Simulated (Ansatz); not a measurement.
Geometry optimisation in Ansatz: input, command and trajectory.

```yaml
crystal:
  lattice:
    - [-2.5321811474, 2.5321811474, 2.1083727838]
    - [2.5321811474, -2.5321811474, 2.1083727838]
    - [2.5321811474, 2.5321811474, -2.1083727838]
  atoms:
    - { symbol: Cr, position: [0.6653654253, 0.1653654253, 0.8307308505] }
    - { symbol: Cr, position: [0.1653654253, 0.3346345747, 0.5] }
    - { symbol: Cr, position: [0.3346345747, 0.8346345747, 0.1692691495] }
    - { symbol: Cr, position: [0.8346345747, 0.6653654253, 0.5] }
    - { symbol: B, position: [0.25, 0.25, 0.0] }
    - { symbol: B, position: [0.75, 0.75, 0.0] }
basis:
  ecutwfc: 420
kpoints:
  mp_grid: { grid: [12, 12, 12] }
hamiltonian:
  xc: pbesol
scf:
  occupations: { method: gaussian, width: 0.1 }
output:
  forces: true
  stress: true
  eigenvalues: true
relax:
  adjacent_minimum: "off"
  f_tol: 0.008
  max_steps: 50
  cell: { stress_tol: 0.08, p_target: 4.0 }
```

```bash
ansatz run input.yaml --threads 1 --pin off --max-ram 2560MiB --backend cpu --events-out ev --progress --plain --runs-dir out
```

All numbers below come from Ansatz 0.2.0, DFT PBEsol, scalar-relativistic, plane waves, PAW.

Of 4 frames 3 are shown, positions in Å and forces in eV/Å; the SCF threshold varies from step to step. Steps run on the plane waves of an earlier cell, with a Pulay correction in the pressure. The basis is chosen afresh for the last frame, the zero of the energies, and at times for earlier ones too; energy and pressure can step there, also at an unchanged geometry. Where two frames share a geometry here, they differ by under 2 meV/atom and 0.3 GPa. The relaxation lowers the enthalpy F + PV at the target pressure, so the free energy itself can rise. Spin polarisation was left out; whether the Cr atoms would carry moments isn't shown by this run.

```xyz
6
Lattice="-2.5322 2.5322 2.1084 2.5322 -2.5322 2.1084 2.5322 2.5322 -2.1084" Properties=species:S:1:pos:R:3:forces:R:3 pbc="T T T" step=1 free_energy_over_end_meV_per_atom=0.01 pressure_GPa=4.03
Cr    0.8375    3.3697    0.0000   -0.0156   -0.0156    0.0000
Cr    1.6947    0.8375    0.0000    0.0156   -0.0156    0.0000
Cr    1.6947   -0.8375    2.1084    0.0156    0.0156    0.0000
Cr    0.8375    1.6947    2.1084   -0.0156    0.0156    0.0000
B     0.0000    0.0000    1.0542    0.0000    0.0000    0.0000
B     0.0000    0.0000    3.1626    0.0000    0.0000    0.0000
6
Lattice="-2.5323 2.5323 2.1081 2.5323 -2.5323 2.1081 2.5323 2.5323 -2.1081" Properties=species:S:1:pos:R:3:forces:R:3 pbc="T T T" step=2 free_energy_over_end_meV_per_atom=0.01 pressure_GPa=4.02
Cr    0.8371    3.3695    0.0000   -0.0091   -0.0091    0.0000
Cr    1.6952    0.8371    0.0000    0.0091   -0.0091    0.0000
Cr    1.6952   -0.8371    2.1081    0.0091    0.0091    0.0000
Cr    0.8371    1.6952    2.1081   -0.0091    0.0091    0.0000
B     0.0000    0.0000    1.0541    0.0000    0.0000    0.0000
B     0.0000    0.0000    3.1622    0.0000    0.0000    0.0000
6
Lattice="-2.5322 2.5322 2.1083 2.5322 -2.5322 2.1083 2.5322 2.5322 -2.1083" Properties=species:S:1:pos:R:3:forces:R:3 pbc="T T T" step=4 free_energy_over_end_meV_per_atom=0.00 pressure_GPa=4.00
Cr    0.8366    3.3688    0.0000    0.0000    0.0000    0.0000
Cr    1.6956    0.8366    0.0000    0.0000    0.0000    0.0000
Cr    1.6956   -0.8366    2.1083    0.0000    0.0000    0.0000
Cr    0.8366    1.6956    2.1083    0.0000    0.0000    0.0000
B     0.0000    0.0000    1.0542    0.0000    0.0000    0.0000
B     0.0000    0.0000    3.1625    0.0000    0.0000    0.0000
```

It took 68 s on 1 thread of Arm Neoverse V2 (shared host), peak memory 0.53 GiB.